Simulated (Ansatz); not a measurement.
SiGeC₂:
```cif
data_C2GeSi
_chemical_formula_sum 'Si1 C2 Ge1'
_space_group_name_H-M_alt 'P-4m2'
_space_group_IT_number 115
_space_group_name_Hall 'P -4 -2'
_cell_length_a 3.17790
_cell_length_b 3.17790
_cell_length_c 4.48703
_cell_angle_alpha 90.000
_cell_angle_beta 90.000
_cell_angle_gamma 90.000
loop_
_atom_site_label
_atom_site_type_symbol
_atom_site_symmetry_multiplicity
_atom_site_Wyckoff_symbol
_atom_site_fract_x
_atom_site_fract_y
_atom_site_fract_z
_atom_site_occupancy
Si1 Si 1 a 0.00000 0.00000 0.00000 1
C1 C 2 g 0.50000 0.00000 0.23548 1
Ge1 Ge 1 c 0.50000 0.50000 0.50000 1
```

Relaxed at zero pressure with the program Ansatz at the PBE level (PAW).

### Question
The volume is lowered by 3 % and shape and atoms relax at that volume. What pressure results, and how do the axes share the change?

### Answer
6.3 GPa; a -1.0 %, b -1.0 %, c -1.0 %; the energy rises by 6 meV/atom.

### Question
Give the new structure.

### Answer

Space group P-4m2 (No. 115); a = b = 3.146 Å, c = 4.440 Å, α = β = γ = 90.00°

| atom | site | symmetry | x | y | z |
|---|---|---|---|---|---|
| Si | 1a | -4m2 | 0.0000 | 0.0000 | 0.0000 |
| C | 2g | 2mm. | 0.5000 | 0.0000 | 0.2355 |
| Ge | 1c | -4m2 | 0.5000 | 0.5000 | 0.5000 |

The phase is kept; no other phase was compared at this pressure.

The start of the workflow was typed in or built on a structure type; neither database checked (COD, Materials Project) lists it. Whether it is the stable phase at ambient conditions was not checked. The PBE relaxation kept the symmetry of its start; its stability against distortions is not shown here.

Potentials: the earlier of the program's two PAW sets.
